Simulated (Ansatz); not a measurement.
Q: Name crystals whose computed values (plane-wave PAW PBEsol (Ansatz code)) fall in these windows: ε∞ 2.7 to 3.5; electron conductivity mass (mₑ) 0.43 to 0.61; gap (eV) 1.7 to 2.3.

A: 

```json
[
 {"crystal": "MnF2, Pbcn (Mn on 4c, F on 8d)", "ε∞": "3.07", "electron conductivity mass (mₑ)": "0.51", "gap (eV)": "2.06"},
 {"crystal": "MnF2, rutile", "ε∞": "3.04", "electron conductivity mass (mₑ)": "0.53", "gap (eV)": "2.04"}
]
```
Others may fit too.

Spin orders computed, not proven ground states: MnF2, Pbcn (Mn on 4c, F on 8d) antiferromagnetic; MnF2, rutile antiferromagnetic. Standing as an ambient phase not checked: MnF2, Pbcn (Mn on 4c, F on 8d). All cells were relaxed under the symmetry of their starts (and spin orders); stability against distortions was not tested throughout. No Hubbard U is applied.

Potentials: the later of the program's two PAW sets.
